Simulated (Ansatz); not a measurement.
ZnGaNO:
```
CELL_PARAMETERS angstrom
      3.22886     0.00000     0.00000
      0.00000     5.53151     0.00000
      0.00000     0.00000     5.22675
ATOMIC_POSITIONS crystal
  Zn 0.50000 0.17575 0.49056
  Zn 0.50000 0.82425 0.99056
  Ga 0.00000 0.34797 0.00685
  Ga 0.00000 0.65203 0.50685
  N  0.00000 0.33563 0.36807
  N  0.00000 0.66437 0.86807
  O  0.50000 0.17950 0.88853
  O  0.50000 0.82050 0.38853
```

Relaxed with PBEsol. Special points in fractions of this cell's reciprocal vectors: Γ (0.000, 0.000, 0.000); X (0.500, 0.000, 0.000); S (0.500, 0.500, 0.000); Y (0.000, 0.500, 0.000); Z (0.000, 0.000, 0.500); U (0.500, 0.000, 0.500); R (0.500, 0.500, 0.500); T (0.000, 0.500, 0.500).

Question: List the band energies nearest the valence-band maximum at these points for DFT-PBEsol in the program Ansatz with PAW potentials.

Answer: In eV from the valence-band maximum; about four levels below and three above (degenerate sets whole), none deeper than 8.9 eV; points with the same levels are listed once.

```tsv
k	below	above
Γ	-0.80 -0.78 -0.13 -0.04	0.39 3.04 5.36
X	-2.82 -2.76 -2.00 -1.85	5.02 5.35 5.83
S	-2.84 -1.95 -1.91 -1.43	4.57 5.10 5.24
Y	-1.80 -0.97 -0.44 -0.01	2.80 3.06 5.41
Z	-0.95 -0.95 -0.22 -0.22	2.54 2.54 4.70 4.70
U	-2.17 -2.17 -2.02 -2.02	5.01 5.01 5.86 5.86
R	-2.07 -2.07 -1.88 -1.88	3.71 3.71 4.88 4.88
T	-1.70 -1.70 -0.38 -0.38	3.55 3.55 4.92 4.92
```

Space group Pmc2_1. The first step of the workflow began from a Materials Project structure, measured or hypothetical; the Crystallography Open Database copy checked does not list it. Its standing as an ambient phase is unchecked. Symmetry was held in the PBEsol relaxation; its stability against distortions is not shown here. Scalar-relativistic: spin–orbit coupling is off unless named, which matters more the heavier the elements.

Potentials: the later of the program's two PAW sets.
